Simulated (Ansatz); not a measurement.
Space group Fm-3m (No. 225). a = 6.080 Å, b = 6.080 Å, c = 6.080 Å, α = 90.00°, β = 90.00°, γ = 90.00°
```
atom site symmetry x y z
   Y    4b m-3m  0.5000  0.0000  0.0000
  Te    4a m-3m  0.0000  0.0000  0.0000
```

Equation of state of this YTe structure (not necessarily the ground state), with shape and atoms relaxed at each volume where symmetry leaves them free. It has no gap at any of these volumes. Computed with DFT PBEsol, scalar-relativistic, plane waves, PAW (Ansatz 0.2.0).

Plane waves to 420 eV, a k mesh through Γ of 12×12×12 on the computed 2-atom cell and Gaussian smearing (0.10 eV); no spin polarisation.

```
V (Å³/atom) E − E(largest V) (meV/atom) P (GPa)
     24.723                        56.99    11.57
     25.566                         5.96     7.94
     26.409                       -27.43     4.85
     27.252                       -45.81     2.22
     28.094                       -51.40    -0.02
     28.937                       -46.10    -1.93
     29.780                       -31.51    -3.55
     30.904                         0.00    -5.34
```

Q: Fit a third-order Birch–Murnaghan equation to E(V).

A: V0 = 28.08 Å³/atom, B0 = 69 GPa, B0' = 4.3.

Spin-orbit coupling is left out, which matters for the bands of heavy elements.

Cost: 8 runs of about 0.65 core-minutes in all, on Arm Neoverse V1 (shared hosts).